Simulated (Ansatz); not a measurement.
## LiInPt: how the axes shrink under pressure

LiInPt, P-6m2, a = 4.377 Å, c = 2.845 Å. The structure is a Materials Project entry; whether it is the stable form wasn't checked. Ansatz: PBEsol, PAW, 420 eV, Γ-centred 12×12×14 mesh on 3 atoms, Gaussian smearing 0.10 eV; no spin polarisation. Cell and atoms are relaxed at each pressure, and no other structure is tried, so the rows at high pressure may lie past a change of phase. y = 100 ln(c/c0) with c0 = 2.8451 Å, so nearly a change in per cent. The pressures are the targets, met within 0.02 GPa.

```
P (GPa) y  100 ln(a/a0)
   -2.0      ?             ?
    0.0   0.00          0.00
    2.0  -0.45         -0.65
    5.0  -1.06         -1.52
   10.0  -1.95         -2.77
   20.0  -3.39         -4.83
   40.0  -5.55         -7.86
```

Fit y = c1 P + c2 P² to the other rows, give the linear compressibility along c, and predict the missing y.

Least squares on the rows shown. y = −0.2077 P + 0.001732 P². The linear compressibility along c is −c1/100 = 2.08 per TPa, against 2.97 along a from the same fit to the last column (its missing entry is 0.70): the crystal is softer along a at low pressure. The runs next to zero pressure give 2.37 and 3.35, so a parabola over the whole range misstates the start. With a term in P³ added, the coefficient of P becomes -0.2290, 10 % more, which shows how far this figure hangs on the form. At P = -2.0 the fit asked for gives 0.42. The run gave 0.51, so the fit is 0.09 too low, within twice the rms miss on the fitted rows (0.05).

The mesh isn't the same in all rows (12×12×14, 12×12×16). Spin–orbit coupling is left out, which can shift energies with elements as heavy as these.